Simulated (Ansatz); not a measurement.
## How far is PAW off for Pt$_{2}$W?

```xyz
3
Lattice="-1.3864 1.9822 4.1533 1.3864 -1.9822 4.1533 1.3864 1.9822 -4.1533" Properties=species:S:1:pos:R:3 pbc="T T T"
Pt    0.0000    0.0000    5.5091
Pt    0.0000    0.0000    2.7974
W     0.0000    0.0000    0.0000
```

Atom numbers follow the list: Pt1, Pt2, W3.

The cell is the one relaxed in the Materials Project (mp-1018129), not relaxed further here; entries there can be hypothetical.

Spin–orbit coupling is left out, though it moves levels of the heavy atoms by tenths of an eV or more.

Levels of theory: DFT, LDA, PAW with Ansatz's default frozen-core files, scalar-relativistic (Ansatz 0.2.0); DFT, LDA, all-electron LAPW, scalar-relativistic (Ansatz 0.2.0).

For PAW: a Γ-centred 14×14×14 k mesh, Fermi–Dirac smearing of 0.05 eV, cutoff 420 eV, no spin polarisation; the PAW files were made with PBE, and the program remakes their frozen cores for this functional. LAPW targets a basis error of 0.5 meV/atom. The Ansatz runs share mesh, smearing and spin set-up. Plane-wave (PAW) pressures include the program's estimate of the Pulay term.

Stress and pressure are positive in compression.

Levels count from the Fermi level.

PAW results:

```
                       quantity     PAW
                 pressure (GPa)  -10.55
                stress xx (GPa)   -9.89
                stress yy (GPa)  -11.10
                stress zz (GPa)  -10.66
         force on Pt1, z (eV/Å)  -0.054
 highest filled level at Γ (eV)  -0.798
   lowest empty level at Γ (eV)   1.440
highest filled level at U0 (eV)  -1.104
  lowest empty level at U0 (eV)   0.776
highest filled level at Y0 (eV)  -1.104
  lowest empty level at Y0 (eV)   0.776
```

Problem. What does all-electron LAPW give for the same quantities?

Solution. 
| quantity | LAPW |
| --- | --- |
| pressure (GPa) | -10.45 |
| stress xx (GPa) | -9.80 |
| stress yy (GPa) | -10.99 |
| stress zz (GPa) | -10.55 |
| force on Pt1, z (eV/Å) | -0.051 |
| highest filled level at Γ (eV) | -0.797 |
| lowest empty level at Γ (eV) | 1.442 |
| highest filled level at U0 (eV) | -1.104 |
| lowest empty level at U0 (eV) | 0.778 |
| highest filled level at Y0 (eV) | -1.104 |
| lowest empty level at Y0 (eV) | 0.778 |
